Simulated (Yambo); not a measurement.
Yambo run on Zn3PBr3 (space group Pm, No. 6). The wavefunctions are PBEsol (Quantum ESPRESSO, PseudoDojo norm-conserving, 84 Ry, scalar-relativistic) ones on a 2×4×2 mesh (43 occupied bands); a = 6.5971 Å, b = 4.0066 Å, c = 6.9334 Å, α = 90.00°, β = 90.63°, γ = 90.00°.

Yambo input:

```
rim_cut
gw0
dyson
el_el_corr
HF_and_locXC
cohsex
em1s
RandQpts= 1000000
RandGvec= 1 Ry
EXXRLvcs= 84 Ry
VXCRLvcs= 336 Ry
Chimod= "HARTREE"
% BndsRnXs
 13 | 209 |
%
NGsBlkXs= 6 Ry
% LongDrXs
 1.0 | 1.0 | 1.0 |
%
ExtendOut
% QPkrange
 1 | 1 | 43 | 44 |
%
```

k points by index: 1 = Γ.

The o-*.qp file then holds:

```
#    K-point    Band    Eo [eV]    E [eV]    E-Eo [eV]    Vxc [eV]    Vnlxc [eV]    Sc|Eo [eV]    Re(Z)    Im(Z)
#
    1    43    0.000000    -2.525623    -2.525623    -14.45485    -17.12050    0.140029    1.000000    0.000000
    1    44    1.628039    0.993704    -0.634335    -10.91132    -6.863349    -4.682306    1.000000    0.000000
```
(The two width columns are left out.) Convergence of these settings isn't established.

Spin-orbit coupling is not included.

Geometry of the Materials Project entry, not relaxed at this level.

The structure is a Materials Project entry; no match was found in the copy of COD used, and its stability was not checked.
